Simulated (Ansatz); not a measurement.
WC in space group P-6m2 (No. 187; W on 1a, C on 1f) under volume change, plane-wave PAW PBEsol (Ansatz code), shape and atoms relaxed at each volume.

```
V (Å³/atom)  E − E(relaxed) (meV/atom)  P (GPa)
-----------  -------------------------  -------
9.359                            124.3    46.71
9.668                             52.2    28.62
9.976                             12.3    13.17
10.285                             0.0    -0.02
10.593                            11.2   -11.27
10.902                            42.3   -20.88
11.210                            90.6   -29.08
```

Q: What does a third-order Birch–Murnaghan fit give for V₀, B₀ and B′?

A: V₀ = 10.28 Å³/atom, B₀ = 405 GPa, B′ = 4.3.

The PBEsol relaxation kept the symmetry of its start. The run is not spin-polarised. Spin–orbit coupling is left out wherever it is not named.

Potentials: the later of the program's two PAW sets.
